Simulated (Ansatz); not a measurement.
ZnS (space group R3m)

```
ZnS
1.0
    1.87021     1.07976     9.20113
   -1.87021     1.07976     9.20113
    0.00000    -2.15953     9.20113
Zn S
3 3
Direct
  0.00000   0.00000   0.00000
  0.77766   0.77766   0.77766
  0.55540   0.55540   0.55540
  0.91677   0.91677   0.91677
  0.47219   0.47219   0.47219
  0.69463   0.69463   0.69463
```

The slice is a (0001) plane (indices of the conventional cell) through the point (0.472, 0.472, 0.472) (fractional), spanned by u = [1 0 -1] and v = [-1 2 -1] in vectors of this cell: u (3.74 Å) and v (6.48 Å, at 90° to u). It covers one period; positions are fractions (u, v).

These are LDA (plane waves to 420 eV, PAW, scalar-relativistic; Ansatz, an electronic-structure program) values and carry that method's errors. k mesh 10×10×10. Near the nuclei the fields are pseudised (PAW); where an atom keeps semicore shells as valence, they peak there. This is one of several known forms of ZnS; the measured ambient cells at hand have space group No. 186 or 216. ZnS was relaxed with its symmetry unable to fall.

**Question.** Predict the map of the valence electron density on the slice.

**Answer.** 
```
|%@@@@%##***##%@@@@|
|@@@@@%#**+**#%@@@@|
|@@@@%#**+++**#%@@@|
|@@@%%#*+++++*#%%@@|
|@%%%#**++=++**#%%%|
|%%%##*+++=+++*##%%|
|%%##**+++++++**##%|
|%%%##****+****##%%|
|%%%###*******###%%|
|@@%%###########%%@|
|@@%%%%%%%%%%%%%%%@|
|@%%%%%%@@@@@%%%%%%|
|%%%%%%@@@@@@@%%%%%|
|###%%@@@@@@@@@%%##|
|###%%@@@@%@@@@%%##|
|**##%@@@% %@@@%##*|
|**##%@@@@%@@@@%##*|
|+**#%@@@@@@@@@%#**|
|++**#%@@@@@@@%#**+|
|+++*#%%@@@@@%%#*++|
|=++**#%%%@%%%#**++|
|=+++*##%%%%%##*+++|
|++++**##%%%##**+++|
|+****##%%%%%##****|
|****###%%%%%###***|
|######%%@@@%%#####|
|%%%%%%%%@@@%%%%%%%|
|@@@%%%%%%@%%%%%%@@|
|@@@@%%%%%%%%%%%@@@|
|@@@@@%%#####%%@@@@|
|%@@@@%%#####%%@@@@|
| %@@@%##***##%@@@%|
```
Scale: ten equal steps from -3.00 (start of ' ') to 0.08 (end of '@'), in the order ' .:-=+*#%@'. Values: log₁₀ of the valence density in e/Å³. The map has 18 points along u (one character each, u = 0 at the left) and 32 along v (v = 0 in the bottom row). The scale is logarithmic, as a density can span decades between atoms and voids; values under 0.001 e/Å³ are set to 0.001.
